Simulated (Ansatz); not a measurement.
The relaxed structure here is a generated cell of SnSe: the first start was made by placing the elements on the sites of a structure type, and the end was not matched to a known phase here, so it may be hypothetical. Known forms of SnSe include space group No. 62.

A relaxed structure of SnSe. Space group I2₁3 (No. 199), AFLOW prototype AB_cI16_199_a_a (B_a). Method: r2SCAN (plane waves to 500 eV, PAW, scalar-relativistic; Ansatz, an electronic-structure program).

```xyz
8
Lattice="-3.7770 3.7770 3.7770 3.7770 -3.7770 3.7770 3.7770 3.7770 -3.7770" Properties=species:S:1:pos:R:3 pbc="T T T"
Se     3.6173     3.6173     3.6173
Se     0.1597     3.9366    -0.1597
Se     3.9366    -0.1597     0.1597
Se    -0.1597     0.1597     3.9366
Sn     2.0182     2.0182     2.0182
Sn     1.7588     5.5358    -1.7588
Sn     5.5358    -1.7588     1.7588
Sn    -1.7588     1.7588     5.5358
```

### Question
What band gap does r2SCAN give?

### Answer
0.30 eV, indirect (valence top at 67 % of the way from Γ to P, conduction bottom at 86 % of the way from Γ to H) (no spin-orbit coupling).

### Question
What smallest direct gap does r2SCAN give?

### Answer
0.42 eV at H.

No spin polarisation in the result.

The run could not lose the symmetry of its start, so the end can be a saddle point.
